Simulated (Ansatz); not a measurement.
An Ansatz input:

```yaml
crystal:
  lattice:
    - [4.4364210453, 0.0, 0.0]
    - [-2.2182105227, 3.8420533272, 0.0]
    - [0.0, 0.0, 2.3705468538]
  atoms:
    - { symbol: V, position: [1.0, 0.0, 0.0], spin: 1.0 }
    - { symbol: V, position: [0.3333333333, 0.6666666667, 0.5], spin: 1.0 }
    - { symbol: V, position: [0.6666666667, 0.3333333333, 0.5], spin: 1.0 }
hamiltonian:
  xc: r2scan
  pseudopotentials:
    kind: paw
    azcp:
      V: "pseudopotentials/V.paw.azcp"
basis:
  ecutwfc: 500
  fft_grid_basis: typed
kpoints:
  mp_grid: { grid: [11, 11, 17], shift: [0, 0, 0] }
magnetization:
  spin_polarized: true
scf:
  occupations: { method: fermi_dirac, width: 0.05 }
```

Terminal output

```
Engine: ansatz 0.2.0, aarch64-unknown-linux-gnu
Pseudopotentials: kind: paw
Pseudopotential: V, paw, valence charge 13, recommended cutoff 500 eV (meta_gga) 
Functional definition: r2SCAN
  parameter k0 = 0.174
  parameter k1 = 0.065
  parameter a1 = 4.9479
  exchange = r2scan_x(k0 = k0, k1 = k1, a1 = a1)
  correlation = r2scan_c
Crystal: 3 atoms, lattice volume = 40.406 Å³
Basis set: ecut = 500 eV, 1035 PW (Γ), exchange–correlation on 144×144×72 points (64 copies of the dense FFT grid, shifted against one another)
Bands: 26, of which v1, the nominal top of the filled ones, is band 20 counted from 1 (19 counted from 0)
Symmetry: 24 space group operations
Space group: P6/mmm (ITA 191), of the structure as read, at distance tolerance 3.4e-5 Å
Magnetic group: BNS 191.233 (UNI 1463), of the structure as read, at distance tolerance 3.4e-5 Å
k-points: 144 of 2057
Non-local potential: V, projectors of the file, l = 0: 3, l = 1: 2, l = 2: 3, l = 3: 1
PAW form: soft (Blöchl's): semilocal exchange-correlation on the pseudo side does not see the compensation charge
PAW frozen core: V, regenerated for the run's functional (the file was generated under x = pbe(κ = 0.804, μ = 0.2195149727645171), c = pbe(β = 0.06672455060314922))
PAW one-centre angular grid: V, 590 points (default); XC on 160 Gauss nodes
Initial density: superposition of atomic densities (chi_scale 0.1, normalization cell)
Starting moments: Σ|m| = 3 μB on 3 of 3 sites
Initial wavefunctions: pseudopotential atomic-orbital guess
Functional: x = r2scan, c = r2scan; τ floored in thin density (d = 2e-4 eV/Å³)
SCF iter   1: F=—  HF=-8751.232765 eV  |F-HF|=—  |Δ(HF+E_count)|=         —  Δρ=7.62e-2 (↑7.62e-2 ↓2.70e-2)  dr2=3.21e0  dr2_τ=2.82e-2  dr2_m=3.66e-1  M=1.835 μB ∫|m|=1.837 μB  β_m=0.77  ethr=3.10e-3  ⟨swp⟩=3.2  Hψ=24735  notcnv=0
Mixer restart at iter 1: flushing history
SCF iter   2: F=—  HF=-8750.085454 eV  |F-HF|=—  |Δ(HF+E_count)|=    1.15e0  Δρ=3.58e-2 (↑3.58e-2 ↓2.09e-2)  dr2=1.07e0  dr2_τ=7.28e-3  dr2_m=4.16e-2  M=1.652 μB ∫|m|=1.667 μB  β_m=1.00  ethr=3.10e-3  ⟨swp⟩=2.7  Hψ=15672  notcnv=0  defer=220  κ⁻¹=1.0e0(r=1)
SCF iter   3: F=—  HF=-8750.130427 eV  |F-HF|=—  |Δ(HF+E_count)|=   4.50e-2  Δρ=1.09e-2 (↑8.83e-3 ↓1.09e-2)  dr2=5.35e-2  dr2_τ=2.18e-3  dr2_m=4.94e-3  M=1.342 μB ∫|m|=1.372 μB  β_m=1.00  ethr=2.73e-3  ⟨swp⟩=3.1  Hψ=14628  notcnv=0  defer=220  κ⁻¹=5.3e-2(r=2)
SCF iter   4: F=—  HF=-8750.462040 eV  |F-HF|=—  |Δ(HF+E_count)|=         —  Δρ=2.64e-2 (↑2.56e-2 ↓2.64e-2)  dr2=4.16e-2  dr2_τ=9.70e-3  dr2_m=2.27e-1  M=0.271 μB ∫|m|=0.397 μB  β_m=1.00  ethr=1.37e-4  ⟨swp⟩=2.8  Hψ=14010  notcnv=0  defer=146
...
SCF iter  17: F=—  HF=-8750.870883 eV  |F-HF|=—  |Δ(HF+E_count)|=   4.41e-9  Δρ=1.90e-6 (↑1.79e-6 ↓1.90e-6)  dr2=1.29e-9  dr2_τ=3.16e-11  dr2_m=8.85e-10  M=0.000 μB ∫|m|=0.000 μB  β_m=1.00  ethr=8.14e-12  ⟨swp⟩=2.0  Hψ=13281  notcnv=0  defer=74  κ⁻¹=1.1e-4(r=8)
SCF iter  18: F=—  HF=-8750.870883 eV  |F-HF|=—  |Δ(HF+E_count)|=   2.92e-9  Δρ=7.47e-7 (↑7.47e-7 ↓5.95e-7)  dr2=1.73e-10  dr2_τ=8.14e-12  dr2_m=7.10e-11  M=0.000 μB ∫|m|=0.000 μB  β_m=0.80  ethr=3.30e-12  ⟨swp⟩=2.0  Hψ=13227  notcnv=0  defer=74  κ⁻¹=1.5e-5(r=8)
SCF iter  19: F=—  HF=-8750.870883 eV  |F-HF|=—  |Δ(HF+E_count)|=   5.19e-9  Δρ=4.82e-7 (↑4.82e-7 ↓4.82e-7)  dr2=7.67e-12  dr2_τ=4.11e-12  dr2_m=8.12e-11  M=-0.000 μB ∫|m|=0.000 μB  β_m=1.00  ethr=1.00e-12  ⟨swp⟩=1.0  Hψ=21924  notcnv=0  κ⁻¹=1.7e-6(r=8)
SCF iter  20: F=-8750.870883 eV  HF=-8750.870883 eV  |F-HF|=2.27e-10  |Δ(HF+E_count)|=  5.20e-10  Δρ=2.37e-7 (↑2.37e-7 ↓2.10e-7)  dr2=2.39e-12  dr2_τ=8.90e-13  dr2_m=1.73e-11  M=-0.000 μB ∫|m|=0.000 μB  ethr=1.00e-12  ⟨swp⟩=2.0  Hψ=14229  notcnv=0
SCF 1 converged in 20 iterations: F = -8750.870883 eV  dr2 = 2.39e-12
WARN: the starting moments were not kept: the SCF closed with an absolute magnetisation of 1.7e-5 μB, where they sum to 3 μB in size (3 sites). That is at most 0.1 of that sum. Measured as dr2_m measures the in/out step, that magnetisation stands 7.6e-11 eV from none, at or under the dr2_threshold of 1.0e-7 eV: it is no larger than a step whose dr2_m would equal this threshold. The system may hold no moment; this SCF shows only that its start led to no more than that. To try another start: raise the starting moments (crystal.atoms[].spin, magnetization.per_species, magnetization.initial_magnetization, or on a non-collinear deck that types none of these the spinor_matrix: blocks that start its atoms; where the total moment is fixed, keep their sum and leave initial_magnetization as it is; typed ones take the place of any that the run laid by itself, positive ones on a crystal's lanthanoids without a Hubbard term where scf.initial_density.shell_occupations: [] is typed) or, if the notice of its spin-set hold's release reads "site moments contracting" or "site moments show no strong build", lengthen the hold (scf.mixing.spin_hold: { on: { confirm: 4 } }; for m-r²SCAN on two components see the key's manual first). Each may lead to a state that holds a moment. A second SCF, from the converged charge density, with the starting moments and any scf.initial_density.shell_occupations laid on it anew, would have followed, and was not run: the deck does not ask for one (magnetization.retry_lost_moments is false, the default). To let it run, set magnetization.retry_lost_moments: true and run the deck again, where that key's refused combinations let it; where memory then withholds it, that run's warning says so.
this state was not tested for a lower state beside it, because the mixer in use, unlike msr1, does not test its closes by its own steps (another_mixer; see scf.mixing.algorithm and scf.lower_state_search)
SCF converged after 20 iterations
Magnetization: -0.0000 μB (19.5000 up, 19.5000 down)
Absolute magnetization: 0.0000 μB (∫|ρ↑−ρ↓|, with the PAW one-centre terms)
Spin contamination: 0.0000 ħ² per cell (⟨S²⟩ above its minimum at these occupations)
Per-site moments (μB) at R_I (Å): [(-5.022312505525293e-6, 0.9778505771925), (-4.841029646286313e-6, 0.9778505771925), (-4.8410296462200135e-6, 0.9778505771925)]
Free energy (F): -8750.870883 eV
Harris-Foulkes:  -8750.870883 eV  (|F-HF|=2.27e-10)
Internal energy: -8750.841485 eV  (E = F + TS)
E sigma→0 (E₀):  -8750.856184 eV
Entropy (-TS):   -0.029397 eV (-9.799 meV/atom)
Fermi energy:    16.683036 eV
--- Per-component energies (eV) ---
  E_band       = -480.311186
  E_kinetic    = 1010.114159
  E_local      = -2705.401868  (includes V_loc(G=0)·N_el)
  E_nonlocal   = -136.099382
  E_hartree    = 1241.196285
  E_xc         = -380.166720
  E_vxc        = -553.400606  (∫ρ·V_xc dr)
  E_paw        = -3364.475373  (= ΣΔE_a)
  E_vpaw       = -614.936421  (= ΣTr[D̂ρ^β])
  E_aug_tail   = 0.000519  (compensation charges beyond the density's cutoff)
  E_vtau       = 37.019845  (kinetic-family band-sum trace: ∫τ·v_τ [+ j·A + Jᵃ·Aᵃ] dr)
  E_ewald      = -4415.211763
  E_core_change = -0.797343  (= ΣΔE_core)
  E_smearing   = -0.029397  (= −TS)
  E_closure    = 0.000000  (closes the sum)
  Σ components = -8750.870883   (vs F -8750.870883, Δ=0.00e0)
```
